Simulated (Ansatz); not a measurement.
**Co (P63/mmc): total moment held at 1.08 μB**

Computed with Ansatz 0.2.0, DFT, PBE, all-electron PAW with datasets made for the crystal, scalar-relativistic.

Command: `ansatz run input.yaml --threads 1 --pin off --max-ram 3072MiB --backend cpu --events-out ev --progress --plain --runs-dir out`

```yaml
crystal:
  lattice:
    - [2.5074, 0.0, 0.0]
    - [-1.2537, 2.1714720974, 0.0]
    - [0.0, 0.0, 4.0699]
  atoms:
    - { symbol: Co, position: [0.3333333333, 0.6666666667, 0.25], spin: 0.54 }
    - { symbol: Co, position: [0.6666666667, 0.3333333333, 0.75], spin: 0.54 }
magnetization:
  spin_polarized: true
  initial_magnetization: 1.08
  spin_locking: { lock_magnetization: hard }
kpoints:
  mp_grid: { grid: [15, 15, 8] }
scf:
  occupations: { method: fermi_dirac, width: 0.08 }
  lower_state_search: "off"
hamiltonian:
  xc: pbe
  pseudopotentials: { kind: all_electron, datasets: crystal }
output:
  forces: true
  stress: true
  eigenvalues: false
```

Log:

```
settings of this run that can trade accuracy for cost: output.eigenvalues: false. Do not mix this run's numbers with those of runs without the same settings; the input reference describes each key
hamiltonian.pseudopotentials.datasets: crystal makes datasets for this crystal and solves the spheres of its atoms anew in each pass: cutoff 320.0 eV, the density's 1280.0 eV; for an error of 0.50 meV an atom under PBE, 1.0 meV for the cell; an energy difference from a run of another recipe may be off by several times the error for the cell, under r2SCAN by more, where some 0.1 meV an atom stays a …
Engine: ansatz 0.2.0
Pseudopotentials: kind: all_electron
Pseudopotential: Co, paw, valence charge 17, recommended cutoff 320 eV (normal), crystal/all_electron/pbe/scalar/gaussian/Co, Koelling and Harmon's equation, gaussian nucleus
Functional definition: PBE
  parameter kappa = 0.804
  parameter beta = 0.06672455060314922
  exchange = pbe_x(kappa = kappa, mu = beta*pi^2/3)
  correlation = pbe_c(beta = beta)
Crystal: 2 atoms, lattice volume = 22.160 Å³
Basis set: ecut = 320 eV, 287 PW (Γ), exchange–correlation on 30×30×48 points (8 copies of the dense FFT grid, shifted against one another)
Bands: 22, of which v1, the nominal top of the filled ones, is band 17 counted from 1 (16 counted from 0)
Symmetry: 24 space group operations
Space group: P63/mmc (ITA 194), of the structure as read, at distance tolerance 2.8e-5 Å
Magnetic group: BNS 194.263 (UNI 1493), of the structure as read, at distance tolerance 2.8e-5 Å
k-points: 135 of 1800
Non-local potential: Co, projectors of the file, l = 0: 2, l = 1: 2, l = 2: 2
PAW form: soft (Blöchl's): semilocal exchange-correlation on the pseudo side does not see the compensation charge
PAW one-centre angular grid: Co, 590 points (default); XC on its mesh's 1899 points in the sphere
Initial density: superposition of atomic densities (chi_scale 0.1, normalization cell)
Starting moments: Σ|m| = 1.08 μB on 2 of 2 sites
Initial wavefunctions: pseudopotential atomic-orbital guess
Functional: x = pbe(κ = 0.804, μ = 0.2195149727645171), c = pbe(β = 0.06672455060314922)
iter 1 solved again at ethr=3.07e-2 eV; its pass at ethr=1.00e-1 eV (dr2=1.04e1 eV) is discarded
SCF iter   1: F=—  HF=-75837.407286 eV  |F-HF|=—  |Δ(HF+E_count)|=         —  Δρ=1.33e-1 (↑1.17e-1 ↓1.33e-1)  dr2=1.06e1  dr2_m=1.32e-2  M=1.080 μB ∫|m|=1.108 μB  β_m=0.30  ethr=3.07e-2  ⟨swp⟩=2.0  Hψ=28747  notcnv=0
preconditioner: auto → none  [metal: Δε(μ)=0.002 eV  Ē_g=7.731 eV  σ=0.080 eV  W_gap=0.01  n_scr=8 (ndim 8)  ℏωp=33.5 eV  f_vac=0.000  D(μ)=5.16/eV (n_scr^D=98)  sad-step TF]
SCF iter   2: F=—  HF=-75835.400833 eV  |F-HF|=—  |Δ(HF+E_count)|=    2.01e0  Δρ=5.11e-2 (↑3.54e-2 ↓5.11e-2)  dr2=1.36e0  dr2_m=1.27e-2  M=1.080 μB ∫|m|=1.141 μB  β_m=0.33  ethr=3.07e-2  ⟨swp⟩=3.0  Hψ=12630  notcnv=0
SCF iter   3: F=—  HF=-75834.940703 eV  |F-HF|=—  |Δ(HF+E_count)|=   4.60e-1  Δρ=2.61e-2 (↑1.39e-2 ↓2.61e-2)  dr2=2.97e-1  dr2_m=8.10e-3  M=1.080 μB ∫|m|=1.166 μB  β_m=0.50  ethr=3.99e-3  ⟨swp⟩=2.0  Hψ=11889  notcnv=0  defer=2
iter 4 solved again at ethr=2.14e-6 eV; its pass at ethr=8.74e-4 eV (dr2=7.29e-4 eV) is discarded
SCF iter   4: F=—  HF=-75834.762982 eV  |F-HF|=—  |Δ(HF+E_count)|=   1.78e-1  Δρ=3.61e-3 (↑3.61e-3 ↓3.15e-3)  dr2=7.14e-4  dr2_m=1.81e-3  M=1.080 μB ∫|m|=1.209 μB  β_m=0.75  ethr=2.14e-6  ⟨swp⟩=3.0  Hψ=25425  notcnv=0
SCF iter   5: F=—  HF=-75834.783211 eV  |F-HF|=—  |Δ(HF+E_count)|=   2.02e-2  Δρ=2.87e-3 (↑2.87e-3 ↓1.18e-3)  dr2=2.46e-3  dr2_m=1.51e-4  M=1.080 μB ∫|m|=1.236 μB  β_m=0.88  ethr=2.10e-6  ⟨swp⟩=3.6  Hψ=16401  notcnv=0
SCF iter   6: F=—  HF=-75834.784582 eV  |F-HF|=—  |Δ(HF+E_count)|=   1.37e-3  Δρ=4.87e-4 (↑1.71e-4 ↓4.87e-4)  dr2=4.95e-5  dr2_m=8.62e-6  M=1.080 μB ∫|m|=1.243 μB  β_m=0.88  ethr=2.10e-6  ⟨swp⟩=3.0  Hψ=14039  notcnv=0
SCF iter   7: F=—  HF=-75834.784584 eV  |F-HF|=—  |Δ(HF+E_count)|=   2.19e-6  Δρ=2.62e-4 (↑2.62e-4 ↓2.36e-4)  dr2=2.20e-5  dr2_m=1.42e-6  M=1.080 μB ∫|m|=1.245 μB  β_m=0.72  ethr=1.46e-7  ⟨swp⟩=2.1  Hψ=12774  notcnv=0
SCF iter   8: F=—  HF=-75834.784569 eV  |F-HF|=—  |Δ(HF+E_count)|=   1.55e-5  Δρ=9.42e-5 (↑3.57e-5 ↓9.42e-5)  dr2=1.12e-6  dr2_m=6.02e-7  M=1.080 μB ∫|m|=1.245 μB  β_m=0.86  ethr=6.46e-8  ⟨swp⟩=2.0  Hψ=10983  notcnv=0
SCF iter   9: F=—  HF=-75834.784573 eV  |F-HF|=—  |Δ(HF+E_count)|=   4.58e-6  Δρ=2.74e-5 (↑1.76e-5 ↓2.74e-5)  dr2=1.30e-7  dr2_m=6.41e-8  M=1.080 μB ∫|m|=1.246 μB  β_m=0.93  ethr=3.30e-9  ⟨swp⟩=3.0  Hψ=13256  notcnv=0
SCF iter  10: F=—  HF=-75834.784574 eV  |F-HF|=—  |Δ(HF+E_count)|=   4.52e-7  Δρ=1.14e-5 (↑1.14e-5 ↓6.36e-6)  dr2=3.88e-8  dr2_m=3.04e-9  M=1.080 μB ∫|m|=1.246 μB  β_m=0.96  ethr=3.83e-10  ⟨swp⟩=3.1  Hψ=13675  notcnv=0
SCF iter  11: F=-75834.784574 eV  HF=-75834.784574 eV  |F-HF|=1.54e-9  |Δ(HF+E_count)|=   7.17e-9  Δρ=1.40e-6 (↑1.40e-6 ↓8.03e-7)  dr2=3.47e-10  dr2_m=6.83e-11  M=1.080 μB ∫|m|=1.246 μB  ethr=1.14e-10  ⟨swp⟩=3.0  Hψ=13069  notcnv=0
SCF 1 converged in 11 iterations: F = -75834.784575 eV  dr2 = 3.47e-10
  Residual-converged pass: ⟨swp⟩=2.5  Hψ=8886  notcnv=0  max |occ|·‖R‖ = 5.3e-6 eV (tolerance 5.3e-6 eV)  dr2=3.56e-10  dr2_m=7.01e-11  dr2_onsite=6.49e-9  max |Δocc| = 4.4e-11
  greatest PAW one-centre occupation: 1.015 electrons in one spin orbital (limit 2), on the Co atom at site 1 (counted from 0), in its partial waves of l = 1
SCF converged after 11 iterations
Stability checked in part: among states of this total moment the steps that led to this state did not find it unstable. No probe was made; neither looks for a lower state of another moment (fixed_total_moment; see scf.lower_state_search)
Magnetization: 1.0800 μB (17.5400 up, 16.4600 down)
Absolute magnetization: 1.2457 μB (∫|ρ↑−ρ↓|)
Spin contamination: -0.2721 ħ² per cell (⟨S²⟩ above its minimum at these occupations)
Per-site moments (μB) at R_I (Å): [(0.5762363271981651, 1.0301526960579444), (0.5762363271981655, 1.0301526960579444)]
Free energy (F): -75834.784575 eV
Harris-Foulkes:  -75834.784575 eV  (|F-HF|=1.54e-9)
Internal energy: -75834.665370 eV  (E = F + TS)
E sigma→0 (E₀):  -75834.724972 eV
Entropy (-TS):   -0.119205 eV (-59.603 meV/atom)
Past the cutoff: the bands carry plane waves up to 1.75 times it, of which those up to 1.5 times it add -0.000568 eV an atom, each by itself; the spheres take 0.000241 eV an atom off the energy for waves past 1.75 times it
By the cutoff:   a pressure is off by up to 0.008 GPa (1.2 times the spheres' own share and the shells' term, over an atom's volume, and 0.004 GPa: a bound that held against runs at twice the plane waves)
Past the cutoffs: a stress includes -0.0019 GPa for waves and charges beyond them, in addition to the slope of what the spheres take
In the spheres:  the bands' charges fall short by 6.5e-7 e at most (sound up to 1e-3)
Fermi energy:    18.491899 (↑ 18.357828, ↓ 18.625970) eV
--- Per-component energies (eV) ---
  E_band       = -490.299965
  E_kinetic    = 259.611149
  E_local      = -2950.069933  (includes V_loc(G=0)·N_el)
  E_nonlocal   = -1289.217568
  E_hartree    = 1591.155501
  E_xc         = -84.103675
  E_vxc        = -109.742453  (∫ρ·V_xc dr)
  E_paw        = -77946.838977  (= ΣΔE_a)
  E_vpaw       = -9559.265357  (= ΣTr[D̂ρ^β])
  E_ewald      = -5391.274405
  E_smearing   = -0.119205  (= −TS)
  E_closure    = 9976.072538  (closes the sum)
  Σ components = -75834.784575   (vs F -75834.784575, Δ=0.00e0)
  The terms above E_closure are by the made datasets' own strengths, without shells solved beside the bands.
--- Forces (eV/Å), atoms counted from 1 ---
  atom   1  Co     0.00000000     0.00000000     0.00000000
  atom   2  Co     0.00000000     0.00000000     0.00000000
  max |Σ_I F_I| component: 4.63e-18 eV/Å
--- Stress (GPa, compression-positive) ---
      -12.998737       0.000000       0.000000
        0.000000     -12.998737       0.000000
        0.000000       0.000000     -15.040713
  P = ⅓ Tr σ = -13.6794 GPa (-136.794 kbar)
settings of this run that can trade accuracy for cost: output.eigenvalues: false. Do not mix this run's numbers with those of runs without the same settings; the input reference describes each key
```

Site moments (μB): Co1 0.58, Co2 0.58. Cell moment 1.08 μB.

The magnetic group in the log treats spin as a scalar label, without spin–orbit coupling.

The Ansatz runs typed with the search for lower states off end where their start leads. The magnetic state is the one that this cell and start allow. It needn't be the compound's measured order, which may need a larger cell or be absent.

It took 66 s on 1 thread of Intel(R) Xeon(R) Platinum 8259CL CPU @ 2.50GHz (Skylake/Cascade Lake) (shared host), peak memory 0.76 GiB.
